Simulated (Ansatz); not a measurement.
PbSe (rock salt)

```yaml
crystal:
  lattice:
    - [0.00000, 3.05077, 3.05077]
    - [3.05077, 0.00000, 3.05077]
    - [3.05077, 3.05077, 0.00000]
  atoms:
    - { symbol: Se, position: [0.00000, 0.00000, 0.00000] }
    - { symbol: Pb, position: [0.50000, 0.50000, 0.50000] }
```

The slice is a {100} plane (indices of the conventional cell) through the point (0.000, 0.000, 0.000) (fractional), spanned by u = [100] and v = [0 1 -1] in vectors of this cell: u (4.31 Å) and v (4.31 Å, at 90° to u). It covers one period; positions are fractions (u, v).

Computed with PBEsol (plane waves to 420 eV, PAW, scalar-relativistic; Ansatz, a first-principles code). k mesh 9×9×9. These are valence fields of a PAW run, semicore shells included where kept as valence: close to a nucleus they are smooth pseudo fields. PbSe was relaxed with its symmetry unable to fall. Spin-orbit coupling is left out, though Pb is heavy. The PAW data are Ansatz's earlier set.

Three fields on this plane, each scaled to ten steps between its own extremes (0 low, 9 high; the total valence density on a logarithmic scale, the potential cut 8 eV below its top; x marks points blanked near nuclei; v = 0 in the bottom row):

Map A
```
|xxxxxxx987420000024789xxxxxx|
|xxxxxxx986310000013689xxxxxx|
|xxxxxx99752100000125799xxxxx|
|xxxxxx98632111111123689xxxxx|
|xxxxx9864222222222224689xxxx|
|xxx99864322233333222346899xx|
|9999864322334444433223468999|
|988764322344xxxxx44322346788|
|7765322234xxxxxxxxx432223567|
|443222234xxxxxxxxxxx43222234|
|221112234xxxxxxxxxxx43221112|
|00001234xxxxxxxxxxxxx4321000|
|00001234xxxxxxxxxxxxx4321000|
|00001234xxxxxxxxxxxxx4321000|
|00001234xxxxxxxxxxxxx4321000|
|00001234xxxxxxxxxxxxx4321000|
|221112234xxxxxxxxxxx43221112|
|443222234xxxxxxxxxxx43222234|
|7765322234xxxxxxxxx432223567|
|988764322344xxxxx44322346788|
|9999864322334444433223468999|
|xxx99864322233333222346899xx|
|xxxxx9864222222222224689xxxx|
|xxxxxx98632111111123689xxxxx|
|xxxxxx99752100000125799xxxxx|
|xxxxxxx986310000013689xxxxxx|
|xxxxxxx987420000024789xxxxxx|
|xxxxxxx997420000024799xxxxxx|
```

Map B
```
|xxxxxxx865321000123568xxxxxx|
|xxxxxxx865321000123568xxxxxx|
|xxxxxx97643221112234679xxxxx|
|xxxxxx87544332223344578xxxxx|
|xxxxx8765544444444455678xxxx|
|xxx98766555566666555566789xx|
|8887766556778898877655667788|
|666655556789xxxxx98765555666|
|5554455679xxxxxxxxx976554455|
|333344578xxxxxxxxxxx87544333|
|222234579xxxxxxxxxxx97543222|
|11123468xxxxxxxxxxxxx8643211|
|00012468xxxxxxxxxxxxx8642100|
|00012469xxxxxxxxxxxxx9642100|
|00012468xxxxxxxxxxxxx8642100|
|11123468xxxxxxxxxxxxx8643211|
|222234579xxxxxxxxxxx97543222|
|333344578xxxxxxxxxxx87544333|
|5554455679xxxxxxxxx976554455|
|666655556789xxxxx98765555666|
|8887766556778898877655667788|
|xxx98766555566666555566789xx|
|xxxxx8765544444444455678xxxx|
|xxxxxx87544332223344578xxxxx|
|xxxxxx97643221112234679xxxxx|
|xxxxxxx865321000123568xxxxxx|
|xxxxxxx865321000123568xxxxxx|
|xxxxxxx865321000123568xxxxxx|
```

Map C
```
|xxxxxxx300001111100003xxxxxx|
|xxxxxxx200011222110002xxxxxx|
|xxxxxx41001123332110014xxxxx|
|xxxxxx21012344544321012xxxxx|
|xxxxx2101234667664321012xxxx|
|xxx42101235689998653210124xx|
|3321101235689999986532101123|
|000001235677xxxxx77653210000|
|0000123567xxxxxxxxx765321000|
|000123567xxxxxxxxxxx76532100|
|001134687xxxxxxxxxxx78643110|
|01124689xxxxxxxxxxxxx9864211|
|11234699xxxxxxxxxxxxx9964321|
|11235799xxxxxxxxxxxxx9975321|
|11234699xxxxxxxxxxxxx9964321|
|01124689xxxxxxxxxxxxx9864211|
|001134687xxxxxxxxxxx78643110|
|000123567xxxxxxxxxxx76532100|
|0000123567xxxxxxxxx765321000|
|000001235677xxxxx77653210000|
|3321101235689999986532101123|
|xxx42101235689998653210124xx|
|xxxxx2101234667664321012xxxx|
|xxxxxx21012344544321012xxxxx|
|xxxxxx41001123332110014xxxxx|
|xxxxxxx200011222110002xxxxxx|
|xxxxxxx300001111100003xxxxxx|
|xxxxxxx300000111000003xxxxxx|
```

Task: Assign the maps to these fields: density of the lowest conduction band (whole band as if filled, smooth part); electron localisation function (ELF); valence electron density.

Result: A is the electron localisation function (ELF); B is the valence electron density; C is the density of the lowest conduction band (whole band as if filled, smooth part).
